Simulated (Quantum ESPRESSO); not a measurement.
# Ti3TaO7N: input and log of a self-consistent run

Simulated, not a measurement. The program is pw.x of Quantum ESPRESSO 7.5 (plane-wave density functional theory). The cell is made up: 12 atoms on a fluorite lattice, with randomly drawn elements, strain and displacements, not relaxed. PseudoDojo standard norm-conserving files (v0.5 for PBE, v0.4.1 for LDA and PBEsol) set the functional; there is no spin polarisation, spin-orbit coupling or dispersion term, and the masses in the input are unused placeholders.

Input:

```
&control calculation='scf', pseudo_dir='./dojo.nc.sr.pbe.v0_5.standard.upf', outdir='./o', disk_io='low', tprnfor=.true., tstress=.true. /
&system ibrav=0, nat=12, ntyp=4, nbnd=54, ecutwfc=105.61755193, nosym=.true., tot_charge=0,
 occupations='smearing', smearing='fd', degauss=0.0018374661
/
&electrons conv_thr=7.350e-09, electron_maxstep=60, /
ATOMIC_SPECIES
N 1.0 N.upf
O 1.0 O.upf
Ta 1.0 Ta.upf
Ti 1.0 Ti.upf
CELL_PARAMETERS angstrom
4.8461 -0.0356 -0.0296
-0.0356 4.7327 0.0543
-0.0296 0.0543 4.8333
ATOMIC_POSITIONS angstrom
Ti 0.045 -0.0898 -0.0404
Ti 0.0123 2.4084 2.4622
Ti 2.3763 -0.0271 2.4584
Ta 2.4682 2.4074 0.0703
O 1.1808 1.1548 1.2573
O 1.133 1.2587 3.5861
O 1.1518 3.5507 1.2071
N 1.2211 3.541 3.6059
O 3.6616 1.1511 1.2574
O 3.6456 1.1984 3.6098
O 3.6639 3.5538 1.3104
O 3.6167 3.5406 3.6434
K_POINTS automatic
7 7 7 1 1 1
```

The log is shortened where brackets say so; the opening notice, blank lines, dates and the lines on written files are dropped, and the path of the files is cut. It prints rydbergs, bohrs and kilobars, and counts compression as positive stress. With no partly filled state, the Fermi energy that it prints is only some level between the filled and the empty states on the mesh, and need not lie in the true gap.

```
     Program PWSCF v.7.5
     Parallel version (MPI & OpenMP), running on       4 processor cores
     Number of MPI processes:                 4
     Threads/MPI process:                     1
     [start-up lines left out]
     bravais-lattice index     =            0
     lattice parameter (alat)  =       9.1582  a.u.
     unit-cell volume          =     747.9041 (a.u.)^3
     number of atoms/cell      =           12
     number of atomic types    =            4
     number of electrons       =        96.00
     number of Kohn-Sham states=           54
     kinetic-energy cutoff     =     105.6176  Ry
     charge density cutoff     =     422.4702  Ry
     scf convergence threshold =      7.3E-09
     mixing beta               =       0.7000
     number of iterations used =            8  plain     mixing
     Exchange-correlation= PBE
                           (   1   4   3   4   0   0   0)
     [axes and pseudopotential details left out]
   Cartesian axes
     site n.     atom                  positions (alat units)
         1        Ti     tau(   1) = (   0.0092854  -0.0185295  -0.0083362  )
         2        Ti     tau(   2) = (   0.0025380   0.4969543   0.5080555  )
         3        Ti     tau(   3) = (   0.4903307  -0.0055919   0.5072714  )
         4        Ta     tau(   4) = (   0.5092935   0.4967479   0.0145058  )
         5        O      tau(   5) = (   0.2436487   0.2382838   0.2594339  )
         6        O      tau(   6) = (   0.2337856   0.2597228   0.7399633  )
         7        O      tau(   7) = (   0.2376648   0.7326588   0.2490755  )
         8        N      tau(   8) = (   0.2519643   0.7306573   0.7440489  )
         9        O      tau(   9) = (   0.7555422   0.2375204   0.2594545  )
        10        O      tau(  10) = (   0.7522407   0.2472804   0.7448536  )
        11        O      tau(  11) = (   0.7560168   0.7332985   0.2703907  )
        12        O      tau(  12) = (   0.7462774   0.7305748   0.7517867  )
     number of k points=   172  Fermi-Dirac smearing, width (Ry)=  0.0018
     Number of k-points >= 100: set verbosity='high' to print them.
     Dense  grid:   109623 G-vectors     FFT dimensions: (  60,  60,  60)
     Estimated max dynamical RAM per process >     667.87 MB
     Estimated total dynamical RAM >       2.53 GB
     Initial potential from superposition of free atoms
     starting charge      95.9943, renormalised to      96.0000
     Starting wfcs are   72 randomized atomic wfcs
     total cpu time spent up to now is       21.0 secs
     per-process dynamical memory:   597.4 Mb
     Self-consistent Calculation
     iteration #  1     ecut=   105.62 Ry     beta= 0.70
     Davidson diagonalization with overlap
     ethr =  1.00E-02,  avg # of iterations =  2.0
     total cpu time spent up to now is       61.5 secs
     total energy              =    -736.40320084 Ry
     estimated scf accuracy    <       6.04746622 Ry
     iteration #  2     ecut=   105.62 Ry     beta= 0.70
     Davidson diagonalization with overlap
     ethr =  6.30E-03,  avg # of iterations =  6.9
     total cpu time spent up to now is      141.6 secs
     total energy              =    -729.85308303 Ry
     estimated scf accuracy    <      63.90228186 Ry
     iteration #  3     ecut=   105.62 Ry     beta= 0.70
     Davidson diagonalization with overlap
     ethr =  6.30E-03,  avg # of iterations =  7.0
     total cpu time spent up to now is      211.2 secs
     total energy              =    -739.23953759 Ry
     estimated scf accuracy    <       3.98976373 Ry
     iteration #  4     ecut=   105.62 Ry     beta= 0.70
     Davidson diagonalization with overlap
     ethr =  4.16E-03,  avg # of iterations =  2.3
     total cpu time spent up to now is      255.3 secs
     total energy              =    -739.68131852 Ry
     estimated scf accuracy    <       1.11316821 Ry
     iteration #  5     ecut=   105.62 Ry     beta= 0.70
     Davidson diagonalization with overlap
     ethr =  1.16E-03,  avg # of iterations =  2.2
     total cpu time spent up to now is      295.8 secs
     total energy              =    -739.56018611 Ry
     estimated scf accuracy    <       0.74722350 Ry
     [iterations 6 to 18 left out]
     iteration # 19     ecut=   105.62 Ry     beta= 0.70
     Davidson diagonalization with overlap
     ethr =  5.94E-10,  avg # of iterations =  6.1
     total cpu time spent up to now is     1074.2 secs
     total energy              =    -739.62645411 Ry
     estimated scf accuracy    <       0.00000010 Ry
     iteration # 20     ecut=   105.62 Ry     beta= 0.70
     Davidson diagonalization with overlap
     ethr =  1.07E-10,  avg # of iterations =  3.7
     total cpu time spent up to now is     1121.3 secs
     total energy              =    -739.62645412 Ry
     estimated scf accuracy    <       0.00000002 Ry
     iteration # 21     ecut=   105.62 Ry     beta= 0.70
     Davidson diagonalization with overlap
     ethr =  1.82E-11,  avg # of iterations =  6.9
     total cpu time spent up to now is     1198.8 secs
     total energy              =    -739.62645413 Ry
     estimated scf accuracy    <       0.00000002 Ry
     iteration # 22     ecut=   105.62 Ry     beta= 0.70
     Davidson diagonalization with overlap
     ethr =  1.58E-11,  avg # of iterations =  4.1
     total cpu time spent up to now is     1246.2 secs
     total energy              =    -739.62645413 Ry
     estimated scf accuracy    <          9.2E-09 Ry
     iteration # 23     ecut=   105.62 Ry     beta= 0.70
     Davidson diagonalization with overlap
     ethr =  9.59E-12,  avg # of iterations =  3.5
     total cpu time spent up to now is     1290.5 secs
     End of self-consistent calculation
     Number of k-points >= 100: set verbosity='high' to print the bands.
     the Fermi energy is    14.1750 ev
!    total energy              =    -739.62645413 Ry
     estimated scf accuracy    <          2.8E-09 Ry
     smearing contrib. (-TS)   =      -0.00000000 Ry
     internal energy E=F+TS    =    -739.62645413 Ry
     The total energy is F=E-TS. E is the sum of the following terms:
     one-electron contribution =    -147.12521335 Ry
     hartree contribution      =     132.13864506 Ry
     xc contribution           =    -147.06279012 Ry
     ewald contribution        =    -577.57709572 Ry
     convergence has been achieved in  23 iterations
     Forces acting on atoms (cartesian axes, Ry/au):
     atom    1 type  4   force =     0.02274769    0.03611378   -0.03165605
     atom    2 type  4   force =     0.00918611   -0.02916181    0.01285043
     atom    3 type  4   force =    -0.02300816    0.03305741    0.01538646
     atom    4 type  3   force =    -0.02004907   -0.04468361   -0.01021769
     atom    5 type  2   force =     0.03198959    0.01393001   -0.03354507
     atom    6 type  2   force =     0.04819036   -0.05323172    0.05445176
     atom    7 type  2   force =     0.04644617   -0.01722058   -0.01468973
     atom    8 type  1   force =    -0.00730466    0.04609928    0.02927741
     atom    9 type  2   force =    -0.02374351    0.01979718   -0.04798466
     atom   10 type  2   force =    -0.05001972   -0.00964206    0.03415761
     atom   11 type  2   force =    -0.05390243   -0.00568078   -0.04645359
     atom   12 type  2   force =     0.01946763    0.01062289    0.03842312
     Total force =     0.196311     Total SCF correction =     0.000129
     Computing stress (Cartesian axis) and pressure
          total   stress  (Ry/bohr**3)                   (kbar)     P=      130.65
   0.00059358   0.00001203   0.00008651           87.32        1.77       12.73
   0.00001203   0.00141187  -0.00019665            1.77      207.69      -28.93
   0.00008651  -0.00019665   0.00065898           12.73      -28.93       96.94
     init_run     :     19.86s CPU     20.91s WALL (       1 calls)
     electrons    :   1266.23s CPU   1269.53s WALL (       1 calls)
     forces       :      8.72s CPU      8.74s WALL (       1 calls)
     stress       :     34.22s CPU     35.12s WALL (       1 calls)
     [timing details left out]
     PWSCF        :  22m 9.58s CPU  22m15.14s WALL
     JOB DONE.
```

In other units: free energy -10063.131 eV for the cell, pressure 13.07 GPa, largest force component 1.400 eV/Å. This run is the check on a run of the same cell at a cutoff of 1143 eV and k mesh 5 x 5 x 5: rerunning at a cutoff of 1437 eV and k mesh 7 x 7 x 7 moved values by no more than 0.002 eV in energy, 0.06 GPa in stress and 0.004 eV/Å in force.